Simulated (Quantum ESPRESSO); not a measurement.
## PdSn4W3 (one composition in several site orders)

Computed values, not a measurement. The program is pw.x of Quantum ESPRESSO 7.5 (plane-wave density functional theory). The cell is made up: eight metal atoms on a face-centred cubic lattice, with elements, volume, strain and displacements drawn at random and not relaxed, so it may be unstable or far from any real phase. PseudoDojo standard norm-conserving files set the functional (PBE unless stated); there is no spin polarisation or spin-orbit coupling, the Fermi-Dirac width of 0.25 eV means electrons at about 2900 K, and the masses in the input are unused placeholders. The tin pseudopotential is less sure than most, with forces differing by about three percent from a second method on plain tin. Heavy elements are run without spin-orbit coupling, which real alloys of them have. A spin test at this wide smearing found no moment, but such smearing suppresses magnetism that the real alloy may have.

The runs put one composition on the sites in different orders. Cell, positions, cutoff, mesh and smearing stay as in the input of run 1; sites are counted in its order. Stress in the tables is positive in tension.

Input of run 1:

```
&control calculation='scf', pseudo_dir='./dojo.nc.sr.pbe.v0_5.standard.upf', outdir='./o', disk_io='minimal', tprnfor=.true., tstress=.true. /
&system ibrav=0, nat=8, ntyp=3, nbnd=71, ecutwfc=82.02448710, nosym=.true., tot_charge=0,
 occupations='smearing', smearing='fd', degauss=0.0183746611
/
&electrons conv_thr=1.470e-08, electron_maxstep=70, mixing_beta=0.5 /
ATOMIC_SPECIES
Pd 1.0 Pd.upf
Sn 1.0 Sn.upf
W 1.0 W.upf
CELL_PARAMETERS angstrom
2.0931 4.1861 2.0931
0.0 4.1861 -4.1861
-4.1861 4.1861 0.0
ATOMIC_POSITIONS angstrom
Pd 0.1113 -0.06 -0.0013
Sn -2.0067 2.0878 -0.097
Sn 0.0501 2.1016 -2.0083
W -2.0595 4.1395 -2.1451
W 0.0948 4.1563 -0.0299
W -2.0941 6.2311 -0.0263
Sn -0.0403 6.455 -2.208
Sn -2.0588 8.4006 -2.0476
K_POINTS automatic
5 5 5 1 1 1
```

| run | elements on sites 1 to 8 | free energy less that of run 1 (eV) | -TS (eV) | pressure (GPa) | stress xx (GPa) | stress yy (GPa) | stress zz (GPa) | stress yz (GPa) | stress xz (GPa) | stress xy (GPa) | iterations |
| --- | --- | --- | --- | --- | --- | --- | --- | --- | --- | --- | --- |
| 1 | Pd Sn Sn W W W Sn Sn | 0.000 | -1.218 | 6.61 | -7.68 | -4.11 | -8.04 | -3.60 | -0.15 | -1.87 | 16 |
| 2 | Pd W Sn Sn Sn W Sn W | 0.007 | -1.218 | 6.48 | -5.57 | -6.75 | -7.12 | -3.79 | -4.33 | -0.02 | 16 |
| 3 | Sn Pd W Sn Sn W W Sn | 0.292 | -1.347 | 6.57 | -8.40 | -2.41 | -8.89 | 0.02 | -0.30 | -0.01 | 16 |
| 4 | Sn Sn Sn Pd W W W Sn | -0.100 | -1.206 | 7.63 | -7.75 | -7.55 | -7.58 | -3.61 | 0.24 | -2.20 | 16 |
| 5 | W Pd Sn Sn W Sn Sn W | 0.492 | -1.341 | 6.77 | -6.68 | -9.28 | -4.35 | -3.54 | -1.03 | 0.52 | 16 |
| 6 | W Sn W Pd Sn W Sn Sn | 0.216 | -1.258 | 7.78 | -9.34 | -6.94 | -7.05 | -1.57 | 2.41 | 0.68 | 16 |

Forces Fx Fy Fz (eV/Å):

| site | run 1 | run 2 | run 3 | run 4 | run 5 | run 6 |
| --- | --- | --- | --- | --- | --- | --- |
| 1 | -0.14 -0.56 -0.27 | 0.07 -0.03 0.61 | -0.23 -0.15 0.24 | -0.90 -0.11 -0.50 | -0.07 0.09 0.23 | 0.49 0.25 -0.56 |
| 2 | -1.21 -0.17 -0.40 | -1.75 -0.14 0.03 | -0.36 -0.19 0.22 | -0.19 -0.03 0.06 | -0.19 -0.12 0.15 | -1.23 0.06 -0.21 |
| 3 | 0.41 -0.29 -0.19 | 1.21 -0.36 -1.31 | 0.68 -0.33 -0.17 | -0.26 -0.12 -0.71 | -0.45 -0.38 -1.13 | 0.92 -0.36 0.01 |
| 4 | 0.26 0.92 1.25 | -1.05 0.58 0.44 | 0.51 0.42 0.30 | 0.56 0.59 0.38 | 0.40 0.56 0.31 | -0.18 0.43 0.12 |
| 5 | -0.60 0.53 -0.66 | -0.07 1.76 0.68 | -0.78 1.17 0.02 | -0.55 0.31 0.33 | 0.59 1.47 -0.07 | 0.16 1.37 -1.20 |
| 6 | 0.93 0.28 -0.12 | 1.30 -0.22 0.81 | -0.22 -0.23 -0.40 | 0.50 0.10 0.02 | 1.05 -0.26 1.56 | -0.43 -0.58 -0.28 |
| 7 | 1.07 -1.74 0.80 | 0.62 -2.20 -0.25 | 0.46 -1.35 0.47 | 0.29 -1.10 0.05 | 0.14 -1.59 -0.51 | 1.38 -1.67 2.11 |
| 8 | -0.71 1.03 -0.43 | -0.32 0.60 -1.01 | -0.07 0.66 -0.68 | 0.55 0.36 0.36 | -1.46 0.22 -0.55 | -1.10 0.50 0.01 |

The sites are displaced and not relaxed, so the energy differences mix bonding between neighbours with strain and are not ordering energies. A rerun of one cell of this series at a higher cutoff and on a denser mesh moved values by no more than 0.003 eV in energy, 0.02 GPa in stress and 0.007 eV/Å in force, and a second program with other atomic files agreed on that cell to 2 % rms in force and 0.5 GPa in pressure.